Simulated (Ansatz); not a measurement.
LaSi₂Au₂ in space group I4/mmm (No. 139; La on 2a, Si on 4e, Au on 4d), r²SCAN (plane waves, PAW; program Ansatz), all energies at zero smearing, with the estimated change up to a 700 eV cutoff added, with one set of potentials and settings (totals compare only within such a set). Cell of 5 atoms (1 La, 2 Si, 2 Au): -33873.297 eV.

```csv
element,reference phase,E (eV/atom)
La,"P6_3/mmc, 4 atoms in the cell",-6264.6784
Si,"Fd-3m, 2 atoms in the cell",-639.0667
Au,"Fm-3m, 1 atoms in the cell",-13163.5078
```

Formation energy per atom, worked out: (-33873.297 − 1×(-6264.6784) − 2×(-639.0667) − 2×(-13163.5078))/5 = -0.694 eV/atom (-67 kJ per mol of atoms), at 0 K, without zero-point energy or fitted corrections.

The first step of the workflow began from a Materials Project structure, measured or hypothetical; the Crystallography Open Database files this formula in space group No. 139, but the cells were not matched. Its standing as an ambient phase is unchecked. The r²SCAN relaxation kept the symmetry of its start; its stability against distortions is not shown here. The references are the lowest solids computed at this level, not always the standard phases. Scalar-relativistic: spin–orbit coupling is off unless named, which matters more the heavier the elements.

Potentials: the later of the program's two PAW sets.
